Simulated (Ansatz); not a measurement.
# Moments of CoO against volume

Method: DFT PBEsol, scalar-relativistic, plane waves, PAW (Ansatz).

```
CELL_PARAMETERS angstrom
2.85121 0.00000 0.00000
-1.42561 2.46922 0.00000
0.00000 0.00000 5.13519
ATOMIC_POSITIONS crystal
Co 0.00000 0.00000 0.00000
Co 0.00000 0.00000 0.50000
O 0.33333 0.66667 0.25000
O 0.66667 0.33333 0.75000
```

```json
{
  "plane-wave cutoff": "420 eV",
  "Γ-centred k-mesh": "18×18×10",
  "occupation rule": "Gaussian smearing, 0.1 eV",
  "list of starting moments (μB, in atom order)": "3 3 0 0",
  "check for lower electronic states after the SCF": "off"
}
```

The cell is scaled evenly at fixed fractional positions, V₀ being the volume of the cell shown; start: ferromagnetic. The states are those that the runs reached from these starts; a lower one can exist. Energies are extrapolated to zero smearing.

Site moments are spin moments in atom-centred spheres that scale with the neighbour distance.

```
 V/V₀  E above lowest (meV/atom) P (GPa) cell moment (μB) site moments (μB)
0.800                      252.1     54.7              2.46  Co +1.08 (×2), O +0.09 (×2)
0.860                      109.9     30.8              3.59  Co +1.56 (×2), O +0.15 (×2)
0.920                       34.4     15.5              4.78  Co +2.05 (×2), O +0.25 (×2)
0.960                        8.8      7.4              5.43  Co +2.30 (×2), O +0.32 (×2)
1.000                        0.0      0.0              5.86  Co +2.46 (×2), O +0.38 (×2)
1.040                          ?        ?                 ?                            ?
1.100                          ?        ?                 ?                            ?
1.180                      145.5    -25.0              6.00  Co +2.54 (×2), O +0.38 (×2)
```

(1) Fill in the withheld rows.

Answers

(1) The withheld rows:

```
 V/V₀  E above lowest (meV/atom) P (GPa) cell moment (μB) site moments (μB)
1.040                        8.1     -7.4              5.98  Co +2.51 (×2), O +0.39 (×2)
1.100                       49.8    -16.7              6.00  Co +2.53 (×2), O +0.38 (×2)
```

This form isn't the usual stable structure of the compound.

Cost: 8 runs of about 6 core-minutes in all, on Arm Neoverse V1 (shared hosts).